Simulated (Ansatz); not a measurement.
# Computed properties of ScCd

ScCd:
```cif
data_CdSc
_chemical_formula_sum 'Sc1 Cd1'
_space_group_name_H-M_alt 'Pm-3m'
_space_group_IT_number 221
_space_group_name_Hall '-P 4 2 3'
_cell_length_a 3.52198
_cell_length_b 3.52198
_cell_length_c 3.52198
_cell_angle_alpha 90.000
_cell_angle_beta 90.000
_cell_angle_gamma 90.000
loop_
_atom_site_label
_atom_site_type_symbol
_atom_site_symmetry_multiplicity
_atom_site_Wyckoff_symbol
_atom_site_fract_x
_atom_site_fract_y
_atom_site_fract_z
_atom_site_occupancy
Sc1 Sc 1 b 0.50000 0.50000 0.50000 1
Cd1 Cd 1 a 0.00000 0.00000 0.00000 1
```

Space group Pm-3m (No. 221), CsCl type; conventional cell a = b = c = 3.522 Å, α = β = γ = 90.00°.

Method: r²SCAN (plane waves, PAW; program Ansatz). The cell and atoms are relaxed at this level. Other levels are named where they apply.

### Cell and energy

| Item | Value |
|---|---|
| Volume per atom | 21.84 Å³ |
| Density | 5.98 g/cm³ |
| Formation energy from the elements (no fitted shifts) | -0.34 eV/atom |

### Electronic structure

| Item | Value |
|---|---|
| Electronic character | metallic (no gap) |
| Density of states at the Fermi level | 0.81 states/eV per atom (mean over ±0.08 eV) |

The first step of the workflow began from a Materials Project structure, measured or hypothetical; the Crystallography Open Database copy checked does not list it. With Sc and Cd taken as one species the cell has the higher symmetry Im-3m, so it may be an ordered model of a mixed-site phase. Its standing as an ambient phase is unchecked. The r²SCAN relaxation kept the symmetry of its start; whether a distortion lowers the energy is not shown. The run is not spin-polarised. The references are the lowest solids computed at this level, not always the standard phases. Spin–orbit coupling is left out wherever it is not named.

Potentials: the later of the program's two PAW sets.
